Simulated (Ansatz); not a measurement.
All-electron card of LaHg

```
La Hg
1.0
     3.83700    0.00000    0.00000
     0.00000    3.83700    0.00000
     0.00000    0.00000    3.83700
La Hg
1 1
Direct
  0.50000 0.50000 0.50000
  0.00000 0.00000 0.00000
```

Atoms are numbered in the order listed.

The cell is COD entry 1523850, as deposited and not checked against the literature; nothing was relaxed.

Spin–orbit coupling is left out, though it moves levels of the heavy atoms by tenths of an eV or more.

Levels of theory: DFT, LDA, all-electron LAPW, scalar-relativistic (Ansatz 0.2.0); DFT, LDA, PAW with Ansatz's default frozen-core files, scalar-relativistic (Ansatz 0.2.0).

For LAPW: a Γ-centred 11×11×11 k mesh, Fermi–Dirac smearing of 0.08 eV, basis error target 1 meV/atom, no spin polarisation. PAW takes a cutoff of 420 eV at this cell (files made with PBE, cores remade for this functional). The Ansatz runs share mesh, smearing and spin set-up. Values come from LAPW unless marked.

```yaml
Pressure_at_this_cell: -1.88 GPa
Band_gap: "none: with an odd electron count and no spin polarisation the bands can't all be full, a metal in this set-up (spin order or a larger cell could open a gap)"
Density_of_states_at_the_Fermi_level_0.2_eV_bin: 3.28 states/eV per cell
Löwdin_charges_with_0.29_e_of_the_cell_spilling_out_of_the_atomic_basis_so_their_sizes_and_signs_hang_on_that_basis: La1 -0.61, Hg2 0.90 e
Bader_charges_from_the_PAW_run: La1 +1.16, Hg2 -1.16 e
Volume_per_atom: 28.25 Å³
```
